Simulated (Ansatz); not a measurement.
According to DFT-PBE in the program Ansatz with PAW potentials, AlCo3B in the anti-perovskite structure (Pm-3m) relaxes to a = 3.764 Å. Al has 12 nearest neighbours from 2.66 Å (cuboctahedral); B has 6 nearest neighbours from 1.88 Å (octahedral). Against the elements it lies at -0.27 eV/atom, with no fitted shifts.

Electronic character: metallic (no gap). The magnetic state found is ferromagnetic. The net moment is 0.21 μB per atom.

An equation-of-state fit gives a bulk modulus of 2020 kbar.

The start of the workflow was typed in or built on a structure type; neither database checked (COD, Materials Project) lists it. Its standing as an ambient phase is unchecked. The PBE relaxation kept the symmetry of its start; whether a distortion lowers the energy is not shown. The final state is ferromagnetic, the only order run, not a proven ground state. The references are the lowest solids computed at this level, not always the standard phases.

Potentials: the later of the program's two PAW sets.
